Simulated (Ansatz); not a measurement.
W:
```
W
1.0
    2.75237     0.00000     0.00000
   -1.37618     2.38362     0.00000
    0.00000     0.00000     4.88917
W
2
Direct
  0.33333   0.66667   0.75000
  0.66667   0.33333   0.25000
```

Relaxed with PBEsol. Special points in fractions of this cell's reciprocal vectors: Γ (0.000, 0.000, 0.000); M (0.500, 0.000, 0.000); K (0.333, 0.333, 0.000); A (0.000, 0.000, 0.500); L (0.500, 0.000, 0.500); H (0.333, 0.333, 0.500).

**Question.** List the band energies nearest the Fermi level at these points for PBEsol (plane waves, PAW; program Ansatz).

**Answer.** In eV from the Fermi level; about four levels below and three above (degenerate sets whole), none deeper than 8.9 eV; … stands for higher levels left out; points with the same levels are listed once.

| k | below | above |
|---|---|---|
| Γ | -1.73 -0.48 -0.48 -0.20 | 0.12 0.12 2.02 2.02 |
| M | -1.31 -0.88 -0.37 -0.23 | 4.85 5.85 6.18 |
| K | -2.85 -2.85 -2.41 -1.57 -1.57 | 0.34 3.26 3.33 3.33 |
| A | -0.44 -0.44 -0.44 -0.44 | … |
| L | -5.55 -5.55 -3.56 -3.56 | 1.34 1.34 1.69 1.69 |
| H | -2.92 -2.92 -1.36 -1.36 | 0.64 0.64 4.50 4.50 |

Space group P6_3/mmc (hcp (Mg type)). The start of the workflow was typed in or built on a structure type; the Crystallography Open Database copy checked does not list it. It is not the phase usual at ambient conditions (space group No. 229). The cell was relaxed with PBEsol under the symmetry of its start; its stability against distortions is not shown here. The run is not spin-polarised. Spin–orbit coupling is left out wherever it is not named.

Potentials: the earlier of the program's two PAW sets. The files were generated under PBE; for other functionals the program regenerates the frozen cores, and for LDA and PBEsol the local potential too.
